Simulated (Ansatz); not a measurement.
## Ca5Si3 single point

input.yaml (Ansatz 0.2.0)

```yaml
crystal:
  lattice:
    - [-3.87194855, 3.87194855, 7.50903415]
    - [3.87194855, -3.87194855, 7.50903415]
    - [3.87194855, 3.87194855, -7.50903415]
  atoms:
    - { symbol: Ca, position: [0.81964, 0.31964, 0.85956] }
    - { symbol: Ca, position: [0.31964, 0.46008, 0.5] }
    - { symbol: Ca, position: [0.46008, 0.96008, 0.14044] }
    - { symbol: Ca, position: [0.96008, 0.81964, 0.5] }
    - { symbol: Ca, position: [0.68036, 0.53992, 0.5] }
    - { symbol: Ca, position: [0.18036, 0.68036, 0.14044] }
    - { symbol: Ca, position: [0.03992, 0.18036, 0.5] }
    - { symbol: Ca, position: [0.53992, 0.03992, 0.85956] }
    - { symbol: Si, position: [0.88693, 0.38693, 0.27386] }
    - { symbol: Si, position: [0.38693, 0.11307, 0.5] }
    - { symbol: Si, position: [0.11307, 0.61307, 0.72614] }
    - { symbol: Si, position: [0.61307, 0.88693, 0.5] }
    - { symbol: Si, position: [0.25, 0.25, 0.0] }
    - { symbol: Si, position: [0.75, 0.75, 0.0] }
    - { symbol: Ca, position: [0.0, 0.0, 0.0] }
    - { symbol: Ca, position: [0.5, 0.5, 0.0] }
  symmetry: { tolerance: 0.0003 }
kpoints:
  mp_grid: { grid: [6, 6, 6], shift: [0, 0, 0] }
magnetization:
  spin_polarized: false
scf:
  occupations: { method: fermi_dirac, width: 0.0191 }
  lower_state_search: "off"
  max_iter: 200
hamiltonian:
  pseudopotentials: { kind: paw }
  xc: lda
basis:
  ecutwfc: 420
  fft_grid_basis: typed
output:
  forces: true
  stress: true
  eigenvalues: true
  bader: true
  populations: true
  elf: true
  write_potential: true
  volumetric_format: npy
  dos:
    e_range: [-12, 8]
    de: 0.05
    projected: { site_lists: { Ca: [Ca], Si: [Si] } }
checkpoint:
  read: saved_state
```

The saved state is an earlier solution for the same cell, perhaps on another mesh. 

Parts of the output:

```
Pseudopotentials: kind: paw
Pseudopotential: Ca, paw, valence charge 10, recommended cutoff 420 eV (normal), Ca.paw.azcp
Pseudopotential: Si, paw, valence charge 4, recommended cutoff 420 eV (normal), Si.paw.azcp
Functional definition: SPW92
  exchange = slater_x
  correlation = pw_c
Crystal: 16 atoms, lattice volume = 450.301 Å³
Basis set: ecut = 420 eV, 8757 PW (Γ)
Bands: 78, of which v1, the nominal top of the filled ones, is band 62 counted from 1 (61 counted from 0)
Symmetry: 16 space group operations
Space group: I4/mcm (ITA 140), of the structure as read, at distance tolerance 2.3e-3 Å
k-points: 30 of 216
Initial density: read from a saved state, or passed on in memory by an earlier SCF of this step, an earlier step, the calling program or the single point that the run made first
Functional: x = slater, c = lda
SCF iter   1: F=—  Δρ=3.21e-4  dr2=5.73e-4
SCF iter   2: F=—  Δρ=1.78e-4  dr2=2.30e-4
SCF iter   3: F=—  Δρ=3.25e-5  dr2=1.26e-5
SCF iter   4: F=—  Δρ=1.48e-5  dr2=1.62e-6
SCF iter   5: F=—  Δρ=3.89e-6  dr2=1.23e-7
SCF iter   6: F=-21386.1605 eV  Δρ=1.18e-6  dr2=1.24e-8
Free energy (F): -21386.1605 eV
Harris-Foulkes:  -21386.1605 eV  (|F-HF|=5.62e-9)
Internal energy: -21386.1498 eV  (E = F + TS)
E sigma→0 (E₀):  -21386.1552 eV
Entropy (-TS):   -0.0107 eV (-0.667 meV/atom)
Fermi energy:    5.9460 eV
--- Forces (eV/Å), atoms counted from 1 ---
  atom   1  Ca     0.0272     0.0272    -0.1666
  atom   2  Ca    -0.0272     0.0272    -0.1666
  atom   3  Ca    -0.0272    -0.0272    -0.1666
  atom   4  Ca     0.0272    -0.0272    -0.1666
  atom   5  Ca     0.0272    -0.0272     0.1666
  atom   6  Ca    -0.0272    -0.0272     0.1666
  atom   7  Ca    -0.0272     0.0272     0.1666
  atom   8  Ca     0.0272     0.0272     0.1666
  atom   9  Si     0.0956     0.0956     0.0000
  atom  10  Si    -0.0956     0.0956     0.0000
  atom  11  Si    -0.0956    -0.0956     0.0000
  atom  12  Si     0.0956    -0.0956     0.0000
  atom  13  Si     0.0000     0.0000     0.0000
  atom  14  Si     0.0000     0.0000     0.0000
  atom  15  Ca     0.0000     0.0000     0.0000
  atom  16  Ca     0.0000     0.0000     0.0000
--- Stress (GPa, compression-positive) ---
       -4.7079       0.0000       0.0000
        0.0000      -4.7079       0.0000
        0.0000       0.0000      -4.2991
  P = ⅓ Tr σ = -4.5717 GPa (-45.717 kbar)
--- Löwdin populations: 16 sites ---
  site symbol       q [e]
     0     Ca      8.6107
     1     Ca      8.6107
     2     Ca      8.6107
     3     Ca      8.6107
     4     Ca      8.6107
     5     Ca      8.6107
     6     Ca      8.6107
     7     Ca      8.6107
     8     Si      5.6434
     9     Si      5.6434
    10     Si      5.6434
    11     Si      5.6434
    12     Si      5.8833
    13     Si      5.8833
    14     Ca      8.6311
    15     Ca      8.6311
  spilling = 0.0283 (of n_electrons = 124.0000)
--- Bader charges: 16 sites ---
  site symbol  charge [e]  shift [e]
     0     Ca      1.1860     0.0000
     1     Ca      1.1860     0.0000
     2     Ca      1.1860     0.0000
     3     Ca      1.1860     0.0000
     4     Ca      1.1860     0.0000
     5     Ca      1.1860     0.0000
     6     Ca      1.1860     0.0000
     7     Ca      1.1860     0.0000
     8     Si     -1.7737     0.0000
     9     Si     -1.7738     0.0000
    10     Si     -1.7738     0.0000
    11     Si     -1.7737     0.0000
    12     Si     -2.3659     0.0000
    13     Si     -2.3659     0.0000
    14     Ca      1.1695     0.0000
    15     Ca      1.1695     0.0000
```

Origin: a database entry at a rescaled volume.
